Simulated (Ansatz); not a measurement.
CaO (rock salt)

```xyz
2
Lattice="0.0000 2.3835 2.3835 2.3835 0.0000 2.3835 2.3835 2.3835 0.0000" Properties=species:S:1:pos:R:3 pbc="T T T"
O      0.0000     0.0000     0.0000
Ca     2.3835     2.3835     2.3835
```

The slice is a {110} plane (indices of the conventional cell) through the point (0.500, 0.500, 0.500) (fractional), spanned by u = [100] and v = [1 -1 -1] in vectors of this cell: u (3.37 Å) and v (4.77 Å, at 90° to u). It covers one period; positions are fractions (u, v).

These are PBEsol (plane waves to 420 eV, PAW, scalar-relativistic; Ansatz, an electronic-structure program) values and carry that method's errors. k mesh 12×12×12. Inside the PAW spheres the values are not all-electron values, and peaks at nuclei hang on which shells count as valence. CaO was relaxed with its symmetry unable to fall.

Three fields on this plane, each scaled to ten steps between its own extremes (0 low, 9 high; the total valence density on a logarithmic scale, the potential cut 8 eV below its top; x marks points blanked near nuclei; v = 0 in the bottom row):

Map A
```
|xxxxx40000004xxxx|
|xxxxx20000002xxxx|
|xxxxx10000001xxxx|
|xxxx1000000001xxx|
|x2100000000000012|
|11100000000000011|
|x6543210000123456|
|xxxx8520000258xxx|
|xxxxx74100147xxxx|
|xxxxx95100159xxxx|
|xxxxx95100159xxxx|
|xxxxxx510015xxxxx|
|xxxxx95100159xxxx|
|xxxxx95100159xxxx|
|xxxxx74100147xxxx|
|xxxx8520000258xxx|
|x6543210000123456|
|11100000000000011|
|x2100000000000012|
|xxxx1000000001xxx|
|xxxxx10000001xxxx|
|xxxxx20000002xxxx|
|xxxxx40000004xxxx|
|xxxxxx000000xxxxx|
```

Map B
```
|xxxxx95322359xxxx|
|xxxxx74222247xxxx|
|xxxxx53111135xxxx|
|xxxx6310000136xxx|
|x9864210000124689|
|88754210000124578|
|x9875320000235789|
|xxxx7531001357xxx|
|xxxxx74211247xxxx|
|xxxxx85322358xxxx|
|xxxxx96422469xxxx|
|xxxxxx642246xxxxx|
|xxxxx96422469xxxx|
|xxxxx85322358xxxx|
|xxxxx74211247xxxx|
|xxxx7531001357xxx|
|x9875320000235789|
|88754210000124578|
|x9864210000124689|
|xxxx6310000136xxx|
|xxxxx53111135xxxx|
|xxxxx74222247xxxx|
|xxxxx95322359xxxx|
|xxxxxx532235xxxxx|
```

Map C
```
|xxxxx03677630xxxx|
|xxxxx04677640xxxx|
|xxxxx25788752xxxx|
|xxxx1467887641xxx|
|x0024678888764200|
|44567788888877654|
|x7888988888898887|
|xxxx9998888999xxx|
|xxxxx99888899xxxx|
|xxxxx99888899xxxx|
|xxxxx99877899xxxx|
|xxxxxx987789xxxxx|
|xxxxx99877899xxxx|
|xxxxx99888899xxxx|
|xxxxx99888899xxxx|
|xxxx9998888999xxx|
|x7888988888898887|
|44567788888877654|
|x0024678888764200|
|xxxx1467887641xxx|
|xxxxx25788752xxxx|
|xxxxx04677640xxxx|
|xxxxx03677630xxxx|
|xxxxxx367763xxxxx|
```

### Question
Assign the maps to these fields: electron localisation function (ELF); valence electron density; electrostatic potential energy of an electron, from the cell's mean.

### Answer
A is the electron localisation function (ELF); B is the valence electron density; C is the electrostatic potential energy of an electron, from the cell's mean.
